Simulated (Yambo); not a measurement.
Yambo run on Sr2H3I (space group P-3m1, No. 164). The wavefunctions come from this Quantum ESPRESSO step (LDA, PseudoDojo standard norm-conserving files, scalar-relativistic):

```
&CONTROL
  calculation = 'nscf'
  pseudo_dir = './pseudo'
  outdir = './out'
/
&SYSTEM
  ibrav = 0
  nat = 6
  ntyp = 3
  ecutwfc = 74.0
  ecutrho = 296.0
  occupations = 'fixed'
  force_symmorphic = .true.
  nbnd = 215
/
&ELECTRONS
  conv_thr = 6.000000000000001e-09
  diago_full_acc = .true.
  diago_thr_init = 1e-08
/
ATOMIC_SPECIES
H 1.0080 H.upf
Sr 87.6200 Sr.upf
I 126.9045 I.upf
CELL_PARAMETERS angstrom
  4.242730017000   0.000000000000   0.000000000000
 -2.121365008000   3.674311976000   0.000000000000
  0.000000000000   0.000000000000   7.682750000000
ATOMIC_POSITIONS crystal
H   0.000000000000   0.000000000000   0.500000000000
H   0.666666667000   0.333333333000   0.357250000000
H   0.333333333000   0.666666667000   0.642750000000
Sr   0.666666667000   0.333333333000   0.678660000000
Sr   0.333333333000   0.666666667000   0.321340000000
I   0.000000000000   0.000000000000   0.000000000000
K_POINTS automatic
3 3 2 0 0 0
```

Yambo input:

```
rim_cut
gw0
dyson
el_el_corr
HF_and_locXC
ppa
em1d
RandQpts= 1000000
RandGvec= 1 Ry
EXXRLvcs= 74 Ry
VXCRLvcs= 296 Ry
Chimod= "HARTREE"
% BndsRnXp
 1 | 214 |
%
NGsBlkXp= 8 Ry
% LongDrXp
 1.0 | 1.0 | 1.0 |
%
PPAPntXp= 27.2114 eV
% GbndRnge
 1 | 214 |
%
GTermKind= "BG"
DysSolver= "n"
ExtendOut
% QPkrange
 1 | 1 | 15 | 16 |
 2 | 2 | 15 | 16 |
 5 | 5 | 15 | 16 |
 6 | 6 | 15 | 16 |
%
```

k points by index: 1 = Γ, 2 = A, 5 = K, 6 = H.

The o-*.qp file then holds:

```
#    K-point    Band    Eo [eV]    E [eV]    E-Eo [eV]    Vxc [eV]    Vnlxc [eV]    Sc|Eo [eV]    Sc|E [eV]    dSc/dw|Eo [eV]    Re(Z)    Im(Z)
#
    1    15    -0.114826    -1.175881    -1.061055    -10.75320    -13.23570    1.145109    1.421444    -7.086106    0.793390    -0.001507
    1    16    2.574873    3.236067    0.661194    -9.018774    -4.367137    -3.852544    -3.990443    -5.674161    0.827455    -0.001234
    2    15    0.000000    -1.091552    -1.091552    -10.96239    -13.53456    1.194578    1.480617    -7.130027    0.792375    -0.001506
    2    16    2.320948    2.931748    0.610800    -8.552749    -4.041474    -3.777510    -3.900475    -5.477220    0.832441    -0.001042
    5    15    -2.650552    -3.832119    -1.181567    -11.09787    -14.55089    1.950659    2.271455    -7.384181    0.786527    -0.004857
    5    16    1.867212    2.586978    0.719766    -9.237613    -4.545957    -3.819551    -3.971889    -5.758262    0.825345    -0.001275
    6    15    -2.666878    -3.761946    -1.095068    -10.29795    -13.51775    1.795186    2.124731    -8.190494    0.768612    0.004825
    6    16    2.801595    3.495009    0.693414    -9.273198    -4.421860    -4.006507    -4.157924    -5.932440    0.820927    -0.008217
```
(The two width columns are left out.) Convergence of these settings isn't established.

Spin-orbit coupling is not included.

Geometry of the Materials Project entry, not relaxed at this level.

The structure is a Materials Project entry; no match was found in the copy of COD used, and its stability was not checked.
